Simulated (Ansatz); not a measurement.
TaAl (CsCl type, Pm-3m) under volume change, DFT-r²SCAN in the program Ansatz with PAW potentials, scaled uniformly.

```tsv
V (Å³/atom)	E − E(relaxed) (meV/atom)	P (GPa)
15.023	79.3	18.45
15.518	33.5	11.38
16.013	8.0	5.28
16.509	0.0	0.00
17.004	7.2	-4.57
17.499	27.6	-8.51
17.994	59.3	-11.91
```

Problem. What does a third-order Birch–Murnaghan fit give for V₀, B₀ and B′?

Solution. V₀ = 16.51 Å³/atom, B₀ = 163 GPa, B′ = 3.8.

The start of the workflow was typed in or built on a structure type; neither database checked (COD, Materials Project) lists it. Whether it is the stable phase at ambient conditions was not checked. The r²SCAN relaxation kept the symmetry of its start. At this level the phase is mechanically unstable. No spin polarisation was allowed. Scalar-relativistic: spin–orbit coupling is off unless named, which matters more the heavier the elements.

Potentials: the earlier of the program's two PAW sets.
